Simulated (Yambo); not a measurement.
Yambo run on Ca$_{2}$H$_{3}$Br (space group P-3m1, No. 164). The wavefunctions come from this Quantum ESPRESSO step (PBEsol, PseudoDojo standard norm-conserving files, scalar-relativistic):

```
&CONTROL
  calculation = 'nscf'
  pseudo_dir = './pseudo'
  outdir = './out'
/
&SYSTEM
  ibrav = 0
  nat = 6
  ntyp = 3
  ecutwfc = 72.0
  ecutrho = 288.0
  occupations = 'fixed'
  force_symmorphic = .true.
  nbnd = 166
/
&ELECTRONS
  conv_thr = 6.000000000000001e-09
  diago_full_acc = .true.
  diago_thr_init = 1e-08
/
ATOMIC_SPECIES
H 1.0080 H.upf
Ca 40.0780 Ca.upf
Br 79.9040 Br.upf
CELL_PARAMETERS angstrom
  3.902939918000   0.000000000000   0.000000000000
 -1.951469959000   3.380045118000   0.000000000000
  0.000000000000   0.000000000000   6.853530000000
ATOMIC_POSITIONS crystal
H   0.666666667000   0.333333333000   0.850480000000
H   0.333333333000   0.666666667000   0.149520000000
H   0.000000000000   0.000000000000   0.000000000000
Ca   0.666666667000   0.333333333000   0.185760000000
Ca   0.333333333000   0.666666667000   0.814240000000
Br   0.000000000000   0.000000000000   0.500000000000
K_POINTS automatic
3 3 2 0 0 0
```

Yambo input:

```
rim_cut
gw0
dyson
el_el_corr
HF_and_locXC
ppa
em1d
RandQpts= 1000000
RandGvec= 1 Ry
EXXRLvcs= 72 Ry
VXCRLvcs= 288 Ry
Chimod= "HARTREE"
% BndsRnXp
 3 | 165 |
%
NGsBlkXp= 8 Ry
% LongDrXp
 1.0 | 1.0 | 1.0 |
%
PPAPntXp= 27.2114 eV
% GbndRnge
 1 | 165 |
%
GTermKind= "BG"
DysSolver= "n"
ExtendOut
% QPkrange
 1 | 1 | 15 | 16 |
 2 | 2 | 15 | 16 |
 4 | 4 | 15 | 16 |
 5 | 5 | 15 | 16 |
 6 | 6 | 15 | 16 |
%
```

k points by index: 1 = Γ, 2 = A, 4 = (0, 0.333, -0.5), 5 = K, 6 = H.

Resulting energies as the program prints them:

```
#    K-point    Band    Eo [eV]    E [eV]    E-Eo [eV]    Vxc [eV]    Vnlxc [eV]    Sc|Eo [eV]    Sc|E [eV]    dSc/dw|Eo [eV]    Re(Z)    Im(Z)
#
    1    15    -0.255049    -1.150642    -0.895593    -10.99443    -13.16146    1.040476    1.271432    -7.016583    0.795002    -0.001490
    1    16    2.121903    3.549123    1.427221    -13.09490    -6.731539    -4.593015    -4.936139    -6.541179    0.806199    -0.001476
    2    15    0.000000    -0.962914    -0.962914    -11.44399    -13.84527    1.185950    1.438373    -7.132614    0.792316    -0.001495
    2    16    1.686910    2.348868    0.661959    -9.667964    -4.860301    -4.006794    -4.145704    -5.709148    0.826576    -0.001219
    4    15    -2.602364    -3.460805    -0.858441    -10.99008    -13.67637    1.589449    1.827851    -7.555983    0.782667    -0.001508
    4    16    1.542177    2.427031    0.884855    -10.87589    -5.570614    -4.220558    -4.420422    -6.145282    0.815768    -0.001352
    5    15    -3.604959    -4.753774    -1.148815    -11.71648    -15.36819    2.194102    2.502895    -7.315490    0.788099    0.004238
    5    16    1.642637    2.604392    0.961755    -11.11995    -5.709458    -4.230397    -4.448732    -6.176509    0.815005    -0.001363
    6    15    -3.475262    -4.433542    -0.958280    -11.06132    -14.36969    2.074237    2.350091    -7.824579    0.776603    -0.007199
    6    16    2.360778    3.545733    1.184955    -12.36326    -6.437662    -4.457556    -4.740645    -6.499882    0.807187    -0.001553
```
(The two width columns are left out.) Convergence of these settings isn't established.

Spin-orbit coupling is not included.

Geometry of the Materials Project entry, not relaxed at this level.

The structure is a Materials Project entry; no match was found in the copy of COD used, and its stability was not checked.
